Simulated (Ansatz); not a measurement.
Bi2Pd:
```
Bi2Pd
1.0
    0.00386     5.70919     0.00000
    4.30914     0.00000     0.00000
   -2.15140    -1.49984    -6.26948
Bi Pd
4 2
Direct
  0.68649   0.83975   0.67921
  0.31351   0.16025   0.32079
  0.20459   0.42583   0.85205
  0.79541   0.57417   0.14795
  0.17069   0.77718   0.55474
  0.82931   0.22282   0.44526
```

Relaxed with r²SCAN.

### Question
Give the Bader charges and basin volumes of the independent atoms, the program Ansatz at the r²SCAN level (PAW).

### Answer


```
atom  Bader charge (e)  Bader volume (Å³)
----  ----------------  -----------------
Bi1              +0.34               27.9
Bi3              +0.17               30.0
Pd5              -0.51               19.2
```

Space group C2/m. The workflow started from a Materials Project entry (that database holds measured and hypothetical structures alike); the Crystallography Open Database files this formula in space group No. 12, but the cells were not matched. Its standing as an ambient phase is unchecked. Symmetry was held in the r²SCAN relaxation; its stability against distortions is not shown here. No spin polarisation was allowed. Scalar-relativistic: spin–orbit coupling is off unless named, which matters more the heavier the elements.

Potentials: the later of the program's two PAW sets.
